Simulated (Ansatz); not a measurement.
# MnPt₂: which magnetic state is lowest?

Theory: DFT r2SCAN, scalar-relativistic, plane waves, PAW in Ansatz.

```cif
data_structure
_symmetry_space_group_name_H-M 'P 1'
_symmetry_Int_Tables_number 1
_cell_length_a 2.8584
_cell_length_b 2.8584
_cell_length_c 6.5325
_cell_angle_alpha 90.000
_cell_angle_beta 90.000
_cell_angle_gamma 120.000
_cell_volume 46.22
loop_
_atom_site_label
_atom_site_type_symbol
_atom_site_fract_x
_atom_site_fract_y
_atom_site_fract_z
_atom_site_occupancy
Mn1 Mn 0.00000 0.00000 0.00000 1
Pt1 Pt 0.33333 0.66667 0.68379 1
Pt2 Pt 0.66667 0.33333 0.31621 1
```

- plane-wave cutoff: 500 eV
- Γ-centred k-mesh: 18×18×8
- occupation rule: Gaussian smearing, 0.1 eV
- list of starting moments (μB, in atom order): 4 1 1
- check for lower electronic states after the SCF: off

All runs keep this geometry, which isn't relaxed for the lowest state (largest force there 0.035 eV/Å, pressure -2.2 GPa; forces reach 0.47 eV/Å in another state) and needn't be a stable compound; relaxing each order would shift the differences by some 200 meV/atom, going by the pressures and a bulk modulus of about 150 GPa. Spin–orbit coupling is left out, which for heavy magnetic ions can matter as much as these differences. r2SCAN tends to overstate moments in metals, so a weak moment here may be absent in the real material. Site moments are spin moments in atom-centred spheres that scale with the neighbour distance. The states are those that the runs reached from these starts; a lower one can exist. No antiferromagnetic start is among these.

Question: Order the starts by the energy of the state that they reach, lowest first.
A. ferromagnetic
B. no spin

Answer: A (0.00 meV/atom), B (725 meV/atom).

| start | ends | energy above lowest (meV/atom) | site moments (μB) | gap on mesh (eV) | P (GPa) |
| --- | --- | --- | --- | --- | --- |
| no spin | non-magnetic | 725 | none over 0.05 | metal | -22.6 |
| ferromagnetic | ferromagnetic | 0.00 | Mn +4.03, Pt +0.34 (×2) | metal | -2.2 |

Cost: 2 runs of about 1.9 core-minutes in all, on Intel Xeon 6975P-C (Granite Rapids) (shared hosts).